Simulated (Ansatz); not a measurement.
RuP2 (space group Pnnm)

```xyz
6
Lattice="5.1027 0.0000 0.0000 0.0000 5.8686 0.0000 0.0000 0.0000 2.8620" Properties=species:S:1:pos:R:3 pbc="T T T"
P      1.7223     5.1164     1.4310
P      3.3804     0.7522     1.4310
P      4.2736     3.6865     0.0000
P      0.8291     2.1821     0.0000
Ru     2.5513     2.9343     1.4310
Ru     0.0000     0.0000     0.0000
```

This relaxed cell (volume V₀) is scaled evenly in all directions, its shape held. The atoms relax within the cell's symmetry.

Computed with PBEsol (plane waves to 420 eV, PAW, scalar-relativistic; Ansatz, a quantum-chemistry and plane-wave program). k mesh 7×6×11 (Γ-centred), Fermi-Dirac smearing 0.05 eV. Energies are smeared free energies. With the shape held, the modulus is that of even scaling; a crystal free to change shape is softer. RuP2 is run without spin polarisation. RuP2 was relaxed with its symmetry unable to fall. ΔE is measured from the relaxed starting cell.

```json
[
 {"V (Å³/atom)": "12.856", "ΔE (meV/atom)": "114.6"},
 {"V (Å³/atom)": "13.094", "ΔE (meV/atom)": "76.9"},
 {"V (Å³/atom)": "13.332", "ΔE (meV/atom)": "47.6"},
 {"V (Å³/atom)": "13.570", "ΔE (meV/atom)": "25.9"},
 {"V (Å³/atom)": "13.808", "ΔE (meV/atom)": "11.1"},
 {"V (Å³/atom)": "14.046", "ΔE (meV/atom)": "2.7"},
 {"V (Å³/atom)": "14.284", "ΔE (meV/atom)": "0.0"},
 {"V (Å³/atom)": "14.522", "ΔE (meV/atom)": "2.5"},
 {"V (Å³/atom)": "14.760", "ΔE (meV/atom)": "9.8"},
 {"V (Å³/atom)": "14.998", "ΔE (meV/atom)": "21.5"},
 {"V (Å³/atom)": "15.236", "ΔE (meV/atom)": "37.1"},
 {"V (Å³/atom)": "15.474", "ΔE (meV/atom)": "56.2"},
 {"V (Å³/atom)": "15.712", "ΔE (meV/atom)": "78.7"}
]
```

Q: What is the fitted pressure derivative B₀′?

A: 4.6.

Q: What bulk modulus at fixed cell shape B₀ follows from a third-order Birch-Murnaghan fit?

A: 211 GPa. Check by three points about V = 14.284 Å³/atom, step 0.238: d²E/dV² ≈ (2.7 − 2·0.0 + 2.5) meV / 0.238² = 0.0917 eV/Å⁶, and V·d²E/dV² × 160.2 = 210 GPa.

(A scan under strain: stresses follow from slopes of the energy per volume, elastic moduli from its curvatures.)
